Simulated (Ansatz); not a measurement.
Mg in space group Fd-3m (No. 227; Mg on 8a, Mg on 16d) under volume change, the program Ansatz at the PBE level (PAW), scaled uniformly.

```tsv
V (Å³/atom)	E − E(relaxed) (meV/atom)	P (GPa)
21.656	24.0	3.88
22.370	10.1	2.39
23.084	…	…
23.798	0.0	0.00
24.512	2.2	-0.95
25.226	8.2	-1.76
25.940	…	…
```

Some entries are withheld; supply them.


- 23.084, E − E(relaxed) (meV/atom): 2.4
- 23.084, P (GPa): 1.10
- 25.940, E − E(relaxed) (meV/atom): 17.7
- 25.940, P (GPa): -2.46

What does a third-order Birch–Murnaghan fit give for V₀, B₀ and B′?

V₀ = 23.80 Å³/atom, B₀ = 34.0 GPa, B′ = 4.1.

The start of the workflow was typed in or built on a structure type; neither database checked (COD, Materials Project) lists it. It is not the phase usual at ambient conditions (space group No. 194). The PBE relaxation kept the symmetry of its start; whether a distortion lowers the energy is not shown.

Potentials: the later of the program's two PAW sets.
